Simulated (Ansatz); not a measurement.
Ca₂RuO₄:
```cif
data_Ca8O16Ru4
_chemical_formula_sum 'Ca8 Ru4 O16'
_space_group_name_H-M_alt 'Cmce'
_space_group_IT_number 64
_space_group_name_Hall '-C 2ac 2'
_cell_length_a 12.47342
_cell_length_b 5.27897
_cell_length_c 5.28076
_cell_angle_alpha 90.000
_cell_angle_beta 90.000
_cell_angle_gamma 90.000
loop_
_atom_site_label
_atom_site_type_symbol
_atom_site_symmetry_multiplicity
_atom_site_Wyckoff_symbol
_atom_site_fract_x
_atom_site_fract_y
_atom_site_fract_z
_atom_site_occupancy
Ca1 Ca 8 d 0.34686 0.00000 0.00000 1
Ru1 Ru 4 a 0.00000 0.00000 0.00000 1
O1 O 8 d 0.16537 0.00000 0.00000 1
O2 O 8 f 0.00000 0.18315 0.31659 1
```
(The calculation used a cell of 14 atoms; values per cell refer to that cell.)
The run is spin-polarised, in the one order tried: ferromagnetic.

Relaxed at zero pressure with plane-wave PAW r²SCAN (Ansatz code).

Task: The volume is lowered by 6 % and shape and atoms relax at that volume. What pressure results, and how do the axes share the change?

Result: 11.1 GPa; a -1.4 %, b -2.4 %, c -2.4 %; the energy rises by 24 meV/atom.

Task: Give the new structure.

Result: 
Space group Cmce (No. 64); a = 12.301 Å, b = 5.154 Å, c = 5.156 Å, α = β = γ = 90.00°

| atom | site | symmetry | x | y | z |
|---|---|---|---|---|---|
| Ca | 8d | 2.. | 0.3456 | 0.0000 | 0.0000 |
| Ru | 4a | 2/m.. | 0.0000 | 0.0000 | 0.0000 |
| O | 8d | 2.. | 0.1661 | 0.0000 | 0.0000 |
| O | 8f | m.. | 0.0000 | 0.1776 | 0.3222 |

The phase is kept; no other phase was compared at this pressure.

The workflow started from a Materials Project entry (that database holds measured and hypothetical structures alike); the Crystallography Open Database copy checked does not list it. COD files the formula under space group No. 61, so this cell is another polymorph or a model. Its standing as an ambient phase is unchecked. Symmetry was held in the r²SCAN relaxation; its stability against distortions is not shown here. Spin order of the final state: ferromagnetic, the only order run, not a proven ground state. Other orbital occupations within this spin state were not tried. No Hubbard U is applied.

Potentials: the later of the program's two PAW sets.
